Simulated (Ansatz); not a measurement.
Starting cell, BN (zinc blende):

```
BN
1.0
    0.00000     3.60886     3.60886
    1.80443     0.00000     1.80443
    1.80443     1.80443     0.00000
N B
2 2
Cartesian
  2.70664   2.70664   2.70664
  2.70664   4.51107   4.51107
  0.00000   0.00000   0.00000
  1.80443   3.60886   1.80443
```

A phonon eigenvector at L = (0.5, 0.0, 0.0) is frozen into this cell: atom i moves by Q times the vector below, so Q is the largest atomic displacement, in Å. The cell is held. (q is in reciprocal vectors of the primitive cell; the cell shown is doubled to hold the pattern.)

```csv
atom,x,y,z
N1,-0.577,0.577,0.577
N2,0.577,-0.577,-0.577
B3,0.353,-0.353,-0.353
B4,-0.353,0.353,0.353
```

The numbers are results of r2SCAN (plane waves to 500 eV, PAW, scalar-relativistic; Ansatz, a first-principles code), not measurements. k mesh 8×16×16 (Γ-centred), Fermi-Dirac smearing 0.05 eV. Energies are smeared free energies. Left out: 2 of 13 points, with atoms too close for the PAW data. BN was relaxed with its symmetry unable to fall. The PAW data are Ansatz's earlier set. ΔE is measured from the undisplaced structure.

| Q (Å) | ΔE (meV/cell) |
|---|---|
| -0.2333 | withheld |
| -0.1867 | 2578 |
| -0.1400 | 1356 |
| -0.0933 | 574 |
| -0.0467 | 139 |
| 0.0000 | 0 |
| 0.0467 | 139 |
| 0.0933 | 574 |
| 0.1400 | 1356 |
| 0.1867 | 2578 |
| 0.2333 | withheld |

Fit an even polynomial form (powers 2, 4) to the given rows and predict ΔE at Q = 0.2333.

Least squares on the 9 given rows: ΔE = (63130)·Q² + (310500)·Q⁴, in meV/cell with Q in Å; root-mean-square residual 0.5 meV/cell. At 0.2333 the fit gives 4356 meV/cell; the calculation gives 4390 meV/cell, so the extrapolation is off by -34 (-0.8 %). The quadratic term alone would give 3436 meV/cell.

(A displaced cell: forces are minus the slopes of the energy, force constants its curvatures, and phonons follow from these.)
